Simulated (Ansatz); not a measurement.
## Sb (dhcp): energy against volume

Theory: DFT, r2SCAN, plane waves (500 eV) with PAW, scalar-relativistic in Ansatz 0.2.0. The PAW files were generated under PBE, with cores re-solved for the functional.

The cell is scaled uniformly from the relaxed one, with fractional coordinates and shape fixed. Energies are extrapolated to zero smearing, pressures are those at the given smearing. Magnetic state: spin not included.

A Birch-Murnaghan fit gives V₀ = 27.27 Å³/atom, B₀ = 62 GPa, B₀′ = 4.2.

(1) What are the energy above the minimum and the pressure at 24.952 Å³/atom?

(2) What are the energy above the minimum and the pressure at 26.037 Å³/atom?

(3) What are the energy above the minimum and the pressure at 28.207 Å³/atom?

Answers

(1) 44.3 meV/atom and 6.63 GPa as computed.

(2) 11.6 meV/atom and 3.14 GPa as computed.

(3) 5.9 meV/atom and -1.96 GPa as computed.
